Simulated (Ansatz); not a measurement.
A relaxed cell of Pd (Fm-3m (No. 225)), relaxed on a k-mesh at least as fine as the one used below. All values below come from PBE (plane waves to 420 eV, PAW, scalar-relativistic; Ansatz, an electronic-structure program). Γ-centred k-mesh 7×14×14 on the run's cell (coarser than for final values), Fermi–Dirac smearing 0.05 eV.

```
Pd
1.0
    0.00000     3.94251     3.94251
    1.97126     0.00000     1.97126
    1.97126     1.97126     0.00000
Pd
2
Direct
  0.25000   0.50000   0.50000
  0.75000   0.50000   0.50000
```

The atoms are displaced by (Å):

```csv
atom,ux,uy,uz
Pd1,-0.055,-0.156,0.032
Pd2,-0.069,0.036,-0.048
```

Task: What forces (eV/Å) and pressure result?

Result: 
```json
[
 {"atom": "Pd1", "Fx": "-0.36", "Fy": "0.66", "Fz": "0.16"},
 {"atom": "Pd2", "Fx": "0.36", "Fy": "-0.66", "Fz": "-0.16"}
]
```

Pressure +1.5 GPa.

Task: Estimate the energy cost of the displacement in the harmonic approximation and compare with the calculation.

Result: For a harmonic well ΔE = −½ Σ F·u = 0.059 eV a cell, or 29 meV/atom. The calculated energy relative to the undisplaced cell is +0.03 eV/atom, so the harmonic estimate holds well.

No spin polarisation in the result. A magnetic state may lie lower.

The run that gave the undisplaced cell could not lose the symmetry of its start; a randomly shaken copy of 2 atoms returns to this structure.
